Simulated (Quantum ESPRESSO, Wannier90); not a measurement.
Wannier functions of BN (zinc blende)

```
CELL_PARAMETERS angstrom
      0.00000     1.81300     1.81300
      1.81300     0.00000     1.81300
      1.81300     1.81300     0.00000
ATOMIC_POSITIONS crystal
  B  0.00000 0.00000 0.00000
  N  0.25000 0.25000 0.25000
```

Cell from Materials Project (mp-1639), symmetrised, no further relaxation. COD (Crystallography Open Database) has the formula in 3 space groups, this one among them (matched by group alone). Method: LDA plane waves in Quantum ESPRESSO 7.5 (PseudoDojo norm-conserving files, 68 Ry, no spin polarisation, no spin-orbit coupling), Bloch states on a 12×12×12 mesh through Γ, Wannier90 4.0.1. Density: 14×14×14 mesh, cold smearing 0.01 Ry.

The lattice is scaled uniformly with fixed fractional positions, and at each scale an atom-like model (B sp, N sp; disentangled, num_iter = 0) is made. Listed is the largest hopping of each kind of orbital pair shown, with the distance of the two functions' centres at scale 1; the mesh was not varied.

| scale | gap (eV) | modulus of t, N2 s–B1 s at 1.57 Å (eV) | modulus of t, N2 s–B1 py at 1.57 Å (eV) | modulus of t, N2 px–B1 py at 1.57 Å (eV) |
|---|---|---|---|---|
| 0.970 | 4.530 | 3.597 | 3.405 | 2.753 |
| 0.990 | 4.446 | 3.385 | 3.219 | 2.603 |
| 1.000 | 4.405 | 3.287 | 3.134 | 2.537 |
| 1.010 | 4.361 | 3.192 | 3.051 | 2.473 |
| 1.030 | 4.284 | 3.009 | 2.890 | 2.350 |

### Question
With |t| ∝ d^(−η), find η for each hopping from the ends of the series, and the volume deformation potential of the gap at scale 1.

### Answer
- N2 s–B1 s at 1.57 Å: η = −ln(3.009/3.597)/ln(1.030/0.970) = 3.0
- N2 s–B1 py at 1.57 Å: η = −ln(2.890/3.405)/ln(1.030/0.970) = 2.7
- N2 px–B1 py at 1.57 Å: η = −ln(2.350/2.753)/ln(1.030/0.970) = 2.6
Harrison's rules would take η = 2.0, 2.0, 2.0 for these pairs; they describe atomic orbitals, while these are orthogonalised and change shape with the volume.
Volume deformation potential of the gap: dE_g/d ln V = (4.361 − 4.446)/(3 ln(1.010/0.990)) = -1.4 eV.
